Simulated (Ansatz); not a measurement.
## Structure relaxation, TiO₂

The start is a randomly generated symmetric cell of TiO2 (space group No. 141). The structure is fully relaxed (lattice and positions, P = 0) with PBEsol (plane waves to 420 eV, PAW, scalar-relativistic; Ansatz, a quantum-chemistry and plane-wave program). The first steps use a coarse 9×9×9 k-mesh.

Input geometry:
```
CELL_PARAMETERS angstrom
     -1.70410     1.70410     5.29921
      1.70410    -1.70410     5.29921
      1.70410     1.70410    -5.29921
ATOMIC_POSITIONS crystal
  O  0.66580 0.66580 0.00000
  O  0.41580 0.91580 0.50000
  O  0.08420 0.58420 0.50000
  O  0.33420 0.33420 0.00000
  Ti 0.50000 0.50000 0.00000
  Ti 0.25000 0.75000 0.50000
```

**Question.** Which atoms feel the largest initial force, and how large is it?

**Answer.** 10.24 eV/Å, on O1, O2, O3, O4 (atoms numbered as listed).

**Question.** How much energy is released per atom?

**Answer.** 1.04 eV/atom.

**Question.** How does the volume per atom move from start to end?

**Answer.** +10.3 %, from 10.26 to 11.31 Å³/atom.

**Question.** How do the shortest distances between atoms change?

**Answer.** The closest pairs of elements (up to four, under 3.6 Å), start → end: O–Ti 1.76 → 1.93 Å; O–O 1.91 → 2.46 Å; Ti–Ti 3.15 → 3.04 Å.

**Question.** Write out the relaxed structure.

**Answer.** 
Space group I4₁/amd, origin choice 1 (No. 141); a = b = 3.770 Å, c = 9.553 Å, α = β = γ = 90.00°

```tsv
atom	site	symmetry	x	y	z
O	8e	2mm.	0.0000	0.0000	0.2925
Ti	4b	-4m2	0.0000	0.0000	0.5000
```
(The calculation used a cell of 6 atoms; values per cell refer to that cell.)

The space group stays I4₁/amd (No. 141) (the run could not lower it); the end is anatase type, with 6 atoms in the primitive cell. Final values are on a 12×12×12 k-mesh of the relaxed cell. No spin polarisation in the result.

The run could not lose the symmetry of its start.
